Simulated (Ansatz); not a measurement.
NbSi2 in space group P6_422 (No. 181; Nb on 3c, Si on 6i), the program Ansatz at the r²SCAN level (PAW), all energies at zero smearing, with the estimated change up to a 700 eV cutoff added, with one set of potentials and settings (totals compare only within such a set). Cell of 9 atoms (3 Nb, 6 Si): -17530.179 eV.

```
element             reference phase  E (eV/atom)
-------  --------------------------  -----------
Nb       Im-3m, 1 atoms in the cell   -4563.6587
Si       Fd-3m, 2 atoms in the cell    -639.0665
```

Formation energy per atom, worked out: (-17530.179 − 3×(-4563.6587) − 6×(-639.0665))/9 = -0.534 eV/atom (-51 kJ per mol of atoms), at 0 K, without zero-point energy or fitted corrections.

The first step of the workflow began from a Materials Project structure, measured or hypothetical; the Crystallography Open Database files this formula in space group No. 181, but the cells were not matched. Its standing as an ambient phase is unchecked. The cell was relaxed with r²SCAN under the symmetry of its start; its stability against distortions is not shown here. The run is not spin-polarised. The references are the lowest solids computed at this level, not always the standard phases.

Potentials: the earlier of the program's two PAW sets.
